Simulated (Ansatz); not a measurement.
An ordered 4-atom cell of K2ICl on the rocksalt lattice (R-3m), relaxed with r2SCAN: 5 runs in the plane-wave code Ansatz, each a calculation of independent-particle optics. The symmetry is R-3m (No. 166, trigonal); a = 4.715 Å, c = 23.291 Å in the conventional setting, 37.37 Å³ an atom. Cl is surrounded by 6 K at 3.21 Å; I is surrounded by 6 K at 3.48 Å; K is surrounded by 3 Cl at 3.21 Å and 3 I at 3.48 Å. The structure was generated, not taken from experiment, and needn't be the ground state; spin polarisation is off.

```
CELL_PARAMETERS angstrom
2.35742 1.36106 7.76360
-2.35742 1.36106 7.76360
0.00000 -2.72212 7.76360
ATOMIC_POSITIONS crystal
Cl 0.00000 0.00000 0.00000
I 0.50000 0.50000 0.50000
K 0.25994 0.25994 0.25994
K 0.74006 0.74006 0.74006
```

On meshes this coarse, single peaks can be features of the mesh. No local fields, no excitons; the zone sum runs over the cells of the mesh, and ε∞ includes the bands left out of the spectrum. Up to four peaks are listed, those above 15 % of the tallest and inside the complete range; the four can differ from row to row. Rows marked drawn have settings drawn at random (some not listed).

```json
{"functional": "r2SCAN", "k mesh": "6×6×6", "broadening (eV)": "0.1", "scissors (eV)": "0.00", "range (eV)": "0–18", "settings": "chosen", "direct gap on the mesh before scissors (eV)": "4.38", "ε∞ xx": "2.77", "ε∞ yy": "2.77", "ε∞ zz": "2.80", "complete up to (eV)": "18.0", "tallest peaks of mean ε₂ (eV)": "6.60 7.40 8.05 8.95"}
{"functional": "PBE", "k mesh": "6×6×6", "broadening (eV)": "0.1", "scissors (eV)": "1.01 (to HSE06)", "range (eV)": "0–18", "settings": "chosen", "direct gap on the mesh before scissors (eV)": "3.81", "ε∞ xx": "2.76", "ε∞ yy": "2.76", "ε∞ zz": "2.78", "complete up to (eV)": "18.0", "tallest peaks of mean ε₂ (eV)": "7.10 7.50 7.85 9.25"}
{"functional": "PBE", "k mesh": "4×4×4", "broadening (eV)": "0.25", "scissors (eV)": "0.00", "range (eV)": "2–10", "settings": "drawn", "direct gap on the mesh before scissors (eV)": "3.81", "ε∞ xx": "2.97", "ε∞ yy": "2.97", "ε∞ zz": "2.99", "complete up to (eV)": "10.0", "tallest peaks of mean ε₂ (eV)": "6.30 8.20"}
{"functional": "PBEsol", "k mesh": "6×6×6", "broadening (eV)": "0.15", "scissors (eV)": "0.00", "range (eV)": "0–10", "settings": "drawn", "direct gap on the mesh before scissors (eV)": "3.67", "ε∞ xx": "3.02", "ε∞ yy": "3.02", "ε∞ zz": "3.04", "complete up to (eV)": "10.0", "tallest peaks of mean ε₂ (eV)": "6.20 8.20"}
```

Task: Estimate from these rows what the further settings give.
```csv
functional,k mesh,broadening (eV),scissors (eV),range (eV),settings
PBE,6×6×6,0.1,0.00,0–18,chosen
```

Result:
```json
{"functional": "PBE", "k mesh": "6×6×6", "broadening (eV)": "0.1", "scissors (eV)": "0.00", "range (eV)": "0–18", "settings": "chosen", "direct gap on the mesh before scissors (eV)": "3.81", "ε∞ xx": "2.97", "ε∞ yy": "2.97", "ε∞ zz": "2.99", "complete up to (eV)": "18.0", "tallest peaks of mean ε₂ (eV)": "6.10 6.50 6.85 8.20"}
```

Spin-orbit coupling is left out, which matters wherever the heavy atoms make up the band edges.
